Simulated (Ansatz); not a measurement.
NaAuO2:
```xyz
8
Lattice="1.7105 -5.5262 0.0000 1.7105 5.5262 0.0000 0.0000 0.0000 5.8262" Properties=species:S:1:pos:R:3 pbc="T T T"
Na     1.7105     2.4044     1.4565
Na     1.7105    -2.4044     4.3696
Au     1.7105    -5.4862     4.3696
Au     1.7105     5.4862     1.4565
O      1.7105    -4.1786     2.8704
O      1.7105     4.1786     2.9558
O      1.7105     4.1786     5.7835
O      1.7105    -4.1786     0.0427
```

Relaxed with LDA. Special points in fractions of this cell's reciprocal vectors: Γ (0.000, 0.000, 0.000); Y (-0.500, 0.500, 0.000); C0 (-0.274, 0.726, 0.000); Σ0 (0.274, 0.274, 0.000); Z (0.000, 0.000, 0.500); A0 (0.274, 0.274, 0.500); E0 (-0.274, 0.726, 0.500); T (-0.500, 0.500, 0.500); S (0.000, 0.500, 0.000); R (0.000, 0.500, 0.500).

List the band energies nearest the valence-band maximum at these points for LDA in the plane-wave PAW code Ansatz.

In eV from the valence-band maximum; about four levels below and three above (degenerate sets whole), none deeper than 8.9 eV; points with the same levels are listed once.

```csv
k,below,above
Γ,-2.19 -1.77 -0.19 0.00,2.29 2.48 2.60
Y,-2.37 -1.60 -0.18 -0.05,1.83 2.43 4.30
C0,-1.46 -1.44 -0.54 -0.53,2.06 2.47 4.10
Z,-0.87 -0.87 -0.80 -0.80,1.74 1.74 4.43 4.43
A0,-1.33 -1.33 -1.25 -1.25,1.54 1.54 4.33 4.33
T,-0.98 -0.98 -0.68 -0.68,1.01 1.01 5.26 5.26
S,-1.50 -1.41 -0.57 -0.54,2.11 2.47 4.12
R,-1.56 -1.56 -1.17 -1.17,1.60 1.60 4.29 4.29
```

Space group Cmcm. The first step of the workflow began from a Materials Project structure, measured or hypothetical; the Crystallography Open Database copy checked does not list it. Whether it is the stable phase at ambient conditions was not checked. The LDA relaxation kept the symmetry of its start; phonons on a q-mesh show no instability. Spin–orbit coupling is left out wherever it is not named.

Potentials: the later of the program's two PAW sets.
